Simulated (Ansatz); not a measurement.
# Ca (Immm), clamped-ion strain scan

Method: DFT LDA, scalar-relativistic, plane waves, PAW in Ansatz 0.2.0. Cutoff 420 eV, Γ-centred 16×16×16 k-points, Gaussian smearing of 0.15 eV. No spin polarisation. Energies are free energies at this smearing, counted from the undisturbed cell; pressure is positive in compression.

The undisturbed cell (as given, not relaxed at this level; it stands at -2.0 GPa; this form isn't the usual structure):

```
Ca
1.0
    -2.09649    2.10173    2.44535
     2.09649   -2.10173    2.44535
     2.09649    2.10173   -2.44535
Ca
1
Direct
  0.50000 0.50000 0.00000
```

The cell is strained by ε times the Voigt pattern (1, 0, 0, 0, 0, 0) (xx, yy, zz, yz, xz, xy; engineering shear) with fractional coordinates fixed. The cell is metallic on the mesh throughout.

| ε | ΔE (meV/atom) |
| --- | --- |
| -0.0600 | -24.0 |
| -0.0300 | -14.7 |
| 0.0000 | 0.0 |
| 0.0150 | 8.9 |
| 0.0450 | 29.3 |
| 0.0600 | 40.6 |

Q: Predict the stress summed along the pattern (GPa, tension positive) at each point.

A:
```tsv
ε	stress summed along the pattern (GPa, tension positive)
-0.0600	0.76
-0.0300	1.52
0.0000	2.09
0.0150	2.33
0.0450	2.71
0.0600	2.87
```